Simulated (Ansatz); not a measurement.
All numbers below come from DFT, PBEsol, plane waves (420 eV) with PAW, scalar-relativistic in Ansatz 0.2.0. The PAW files were generated under PBE, with cores re-solved for the functional.

An element in the simple cubic structure gives this curve. The cell is scaled uniformly from the relaxed one, with fractional coordinates and shape fixed. Energies are extrapolated to zero smearing, pressures are those at the given smearing. Magnetic state: spin not included.

```json
{"V (Å³/atom)": "17.211", "E − E₀ (meV/atom)": "154.7", "P (GPa)": "23.98"}
{"V (Å³/atom)": "17.993", "E − E₀ (meV/atom)": "63.0", "P (GPa)": "13.85"}
{"V (Å³/atom)": "18.775", "E − E₀ (meV/atom)": "14.7", "P (GPa)": "6.05"}
{"V (Å³/atom)": "19.558", "E − E₀ (meV/atom)": "0.0", "P (GPa)": "0.02"}
{"V (Å³/atom)": "20.340", "E − E₀ (meV/atom)": "11.2", "P (GPa)": "-4.61"}
{"V (Å³/atom)": "21.122", "E − E₀ (meV/atom)": "42.4", "P (GPa)": "-8.14"}
{"V (Å³/atom)": "21.905", "E − E₀ (meV/atom)": "88.8", "P (GPa)": "-10.82"}
```

Task: Which element is it?
A. palladium
B. selenium
C. tungsten
D. gold

Result: D. Its fit is V₀ = 19.58 Å³/atom, B₀ = 131 GPa, B₀′ = 5.5.
